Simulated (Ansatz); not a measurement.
# A trial form of BaSm₃O

Method: Ansatz, DFT PBE, scalar-relativistic, plane waves, PAW, and for the lanthanide a 4f-in-core norm-conserving potential. Cutoff 690 eV, Gaussian smearing, Γ-centred meshes. Cell and atoms relax first on a coarse mesh and then on a finer one. In between, the cell is made exact in the group found at 0.06 Å. In metals the finer mesh still leaves noise of several meV/atom or more. The steps can't lower the symmetry of their start. No spin polarisation.

The guess for BaSm₃O was made by a generator: random cell by space group and Wyckoff sites (P4mm, No. 99). The dimensions are guesses.

```
Ba Sm O
1.0
     4.93784    0.00000    0.00000
     0.00000    4.93784    0.00000
     0.00000    0.00000    5.41491
Ba Sm O
1 3 1
Direct
  0.50000 0.50000 0.23520
  0.50000 0.00000 0.88432
  0.00000 0.50000 0.88432
  0.00000 0.00000 0.51156
  0.00000 0.00000 0.00646
```

Formation energies are uncorrected and refer to the elements' standard structures at the same level (O₂ as a molecule).

Problem. Which structure results?

Solution. The symmetry goes from P4mm (No. 99) to Pm-3m (No. 221). The end has the antiperovskite type. The volume per atom grows by 4.2 %, from 26.4 to 27.5 Å³. The shortest distance goes from 2.56 Å (Sm–O) to 2.58 Å (Sm–O). The energy falls by about 0.45 eV/atom (the start's value is from the coarse mesh). The end is written in a standard setting, so origin, axes and order of atoms can differ from the start's. Conventional cell: a = 5.162 Å. Around Ba lie 12 Sm at 3.65 Å; around Sm lie 2 O at 2.58 Å, 4 Ba at 3.65 Å and 8 Sm at 3.65 Å; O has 6 Sm at 2.58 Å.

```cif
data_structure
_symmetry_space_group_name_H-M 'P 1'
_symmetry_Int_Tables_number 1
_cell_length_a 5.1623
_cell_length_b 5.1623
_cell_length_c 5.1623
_cell_angle_alpha 90.000
_cell_angle_beta 90.000
_cell_angle_gamma 90.000
_cell_volume 137.57
loop_
_atom_site_label
_atom_site_type_symbol
_atom_site_fract_x
_atom_site_fract_y
_atom_site_fract_z
_atom_site_occupancy
Ba1 Ba 0.50000 0.50000 0.50000 1
Sm1 Sm 0.50000 0.00000 0.00000 1
Sm2 Sm 0.00000 0.50000 0.00000 1
Sm3 Sm 0.00000 0.00000 0.50000 1
O1 O 0.00000 0.00000 0.00000 1
```

Problem. How does it come out in energy, and is it a metal?

Solution. The formation energy is −0.84 eV/atom. The gap on the 8×8×8 mesh of the 5-atom cell is 0 eV (a metal).

A negative formation energy is needed for stability but isn't enough: competing phases decide.

The last run used Gaussian smearing of 0.10 eV. The cell is a metal run without spin; a magnetic state may lie lower. A structure relaxed within its symmetry needn't be a true minimum. In all, the 3 runs took 5.3 min on 1 thread of Arm Neoverse V1, on a shared host.

The lanthanide is trivalent by construction, without f bands, f moments or other valences. The reference runs of the other elements, and any phases without the lanthanide, used 420 eV, which shifts energies against them by under 10 meV/atom. The lanthanide's reference is the lowest of its hcp, dhcp and fcc cells.
